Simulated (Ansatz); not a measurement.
SrTiO$_{3}$ (cubic perovskite, Pm-3m) at seven volumes, the program Ansatz at the r²SCAN level (PAW), scaled uniformly. One row is withheld.

```
V (Å³/atom)  P (GPa)
-----------  -------
10.853         21.95
11.211         13.43
11.568             ?
11.926          0.02
12.284         -5.23
12.642         -9.70
13.000        -13.50
```

Problem. Fit the shown pressures and predict the withheld one.

Solution. P = (3/2)B₀(x^(7/2) − x^(5/2))[1 + (3/4)(B′ − 4)(x − 1)] with x = (V₀/V)^(2/3). Least squares on the six rows gives V₀ = 11.927 Å³/atom, B₀ = 189 GPa, B′ = 4.36. At V = 11.568, x = 1.0206 and P = 6.17 GPa. The run itself gave 6.18 GPa.

The r²SCAN relaxation kept the symmetry of its start. At this level the phase is dynamically unstable (imaginary phonons). No spin polarisation was allowed.

Potentials: the later of the program's two PAW sets.
